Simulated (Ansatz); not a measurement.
Task: Name crystals whose computed values (HSE06 (plane waves, PAW; program Ansatz)) fall in these windows: B₀ by P(V) fit (GPa) 200 to 250; gap (eV) 4.6 to 6.4.

Result: 

| crystal | B₀ by P(V) fit (GPa) | gap (eV) |
|---|---|---|
| HfO2, rutile | 221 | 5.65 |
| AlN, wurtzite | 212 | 5.62 |
| AlN, P6_3mc (Al on 2a, Al on 2b, N on 2a, N on 2b) | 212 | 5.31 |
Others may fit too.

Not the usual ambient phase: HfO2, rutile; AlN, P6_3mc (Al on 2a, Al on 2b, N on 2a, N on 2b). All cells were relaxed under the symmetry of their starts (and spin orders); stability against distortions was not tested throughout. Rows with no word on spin ran without spin polarisation. Scalar-relativistic: spin–orbit coupling is off unless named, which matters more the heavier the elements.

Potentials: the later of the program's two PAW sets.
